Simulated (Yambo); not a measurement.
CdTe (zinc blende, space group F-43m, No. 216); a = 4.589 Å, b = 4.589 Å, c = 4.589 Å, α = 60.00°, β = 60.00°, γ = 60.00°. With the G0W0 scissor the direct gap on the mesh is 1.82 eV.

Problem. Can the lowest exciton of this BSE run be trusted, and with what binding energy? (Yambo, PBEsol bands; 8×8×8 mesh, 3 valence and 5 conduction bands, static screening with 44 bands and a 4 Ry block, scissor 1.18 eV, Tamm-Dancoff.)

Solution. No. The lowest state covers only about 1 of the 512 k points, so the mesh doesn't resolve it: its energy and its distance from the direct gap are mesh artefacts. An extended exciton needs a far denser mesh. The scissor comes from a G0W0 run whose convergence isn't established. Spin-orbit coupling is left out, which matters for elements this heavy: edges can move by tenths of an eV.

The standard potential for Te keeps a d shell in the valence without the s and p states of that shell. In tests on such compounds this moved G0W0 gaps by up to about 0.9 eV, so absolute quasiparticle energies here are unreliable; differences between settings are what counts.

Geometry relaxed with PBEsol.
